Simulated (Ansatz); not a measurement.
**Pt (Im-3m), stationary points along a deformation path**

These are results of Ansatz 0.2.0, DFT r2SCAN, scalar-relativistic, plane waves, PAW, not measurements. Settings: plane waves to 500 eV, k-mesh 24×24×24 (Γ-centred), Gaussian smearing 0.15 eV. Spin–orbit coupling is left out, which can shift energies with elements as heavy as these. No spin polarisation. Energies are free energies at this smearing, counted from the undisturbed cell; pressure is positive in compression.

The undisturbed cell (as given, not relaxed at this level; it stands at -6.5 GPa; this bcc form isn't the usual structure):

```xyz
1
Lattice="-1.5842 1.5842 1.5842 1.5842 -1.5842 1.5842 1.5842 1.5842 -1.5842" Properties=species:S:1:pos:R:3 pbc="T T T"
Pt    0.0000    0.0000    0.0000
```

At fixed volume and fractional coordinates, lengths along (0.577, 0.577, 0.577) are scaled against those across it; ρ is that ratio over its starting value. V = 15.904 Å³/atom. Δσ is the stress along the axis less the mean stress across it (compression positive).

```
    ρ  ΔE (meV/atom)  Δσ (GPa) space group
0.500        13474.5   1040.95         R-3m
0.600         5105.1    441.27         R-3m
0.710         1732.5    185.30         R-3m
0.850          329.0     66.60         R-3m
0.930           56.5     25.53         R-3m
1.000            0.0      0.00        Im-3m
1.080           42.3    -14.79         R-3m
1.200          172.5    -19.46         R-3m
1.410          365.3    -14.65         R-3m
1.700          454.8     -2.16         R-3m
2.000          462.1      0.00        Pm-3m
```

Task: How does the stress give the slope of the energy, and where is the energy stationary?

Result: Along the path d ln(length) is 2/3 d ln ρ on the axis and −1/3 d ln ρ across it, so dE/d ln ρ = −(2/3) V Δσ: the energy falls with ρ where Δσ is positive. Δσ vanishes or changes sign at ρ = 1.000 (Im-3m), a minimum at 0.0 meV/atom; at ρ = 2.000 (Pm-3m, an end of the scan), at 462.1 meV/atom. Pairs of stationary points between two samples would go unseen, and could change a minimum read from distant neighbours into a maximum. At ρ = 1.000, 2.000 the cell is cubic, where symmetry alone makes the stress isotropic and the slope zero.

Task: Which shear constant sets the curvature at ρ = 1?

Result: For a cubic crystal E/V = (2/3) C (ln ρ)² with C = C44, so Δσ = −2C ln ρ. The parabola of Δσ against ln ρ through ρ = 0.930, 1 and 1.080 gives C ≈ 137 GPa with the ions clamped, rough because the steps are large. It is the stress–strain coefficient at this cell's pressure of -6.5 GPa, not the zero-pressure constant.

In a metal these slopes depend on the k mesh and the smearing.